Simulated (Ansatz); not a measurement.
Ti (hcp (Mg type), P6_3/mmc) under volume change, LDA in the plane-wave PAW code Ansatz, shape and atoms relaxed at each volume.

```csv
V (Å³/atom),E − E(relaxed) (meV/atom),P (GPa)
14.652,59.6,14.11
15.135,25.3,8.77
15.618,6.1,4.10
16.101,0.0,0.01
16.584,5.5,-3.56
17.067,21.0,-6.69
17.550,45.4,-9.41
```

**Question.** What does a third-order Birch–Murnaghan fit give for V₀, B₀ and B′?

**Answer.** V₀ = 16.10 Å³/atom, B₀ = 127 GPa, B′ = 3.5.

The cell was relaxed with LDA under the symmetry of its start; of distortions, only those at the zone centre were tested. No spin polarisation was allowed.

Potentials: the earlier of the program's two PAW sets.
